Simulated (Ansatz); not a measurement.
This cell of AlNi (CsCl type) is off equilibrium:

```yaml
crystal:
  lattice:
    - [2.89304, 0.00000, 0.00000]
    - [0.00000, 2.89304, 0.00000]
    - [0.00000, 0.00000, 2.89304]
  atoms:
    - { symbol: Al, position: [0.00000, 0.00000, 0.00000] }
    - { symbol: Ni, position: [0.47007, 0.47007, 0.47007] }
```

Level of theory: PBE (plane waves to 420 eV, PAW, scalar-relativistic; Ansatz, a quantum-chemistry and plane-wave program). k mesh 13×13×13 (Γ-centred), Fermi-Dirac smearing 0.05 eV. E stands for the smeared free energy. Compression counts positive. With partly filled bands, energies and forces of such displacements shift with the k mesh and the smearing. AlNi is run without spin polarisation. AlNi was relaxed with its symmetry unable to fall.

**Question.** What forces act on the atoms (eV/Å, Cartesian)?

**Answer.** 
| atom | Fx | Fy | Fz |
|---|---|---|---|
| Al1 | -0.516 | -0.516 | -0.516 |
| Ni2 | 0.516 | 0.516 | 0.516 |

**Question.** What is the stress tensor (GPa)?

**Answer.** 
```
    1.4      1.1      1.1
    1.1      1.4      1.1
    1.1      1.1      1.4
```
The pressure, a third of the trace, is 1.4 GPa.

**Question.** In it atom 2 sits (-0.087, -0.087, -0.087) Å away from its relaxed site. What is its energy relative to the relaxed cell?

**Answer.** 65 meV/cell.

(For displaced atoms, the force is minus the slope of the energy, and its curvature is a force constant, which sets phonon frequencies.)
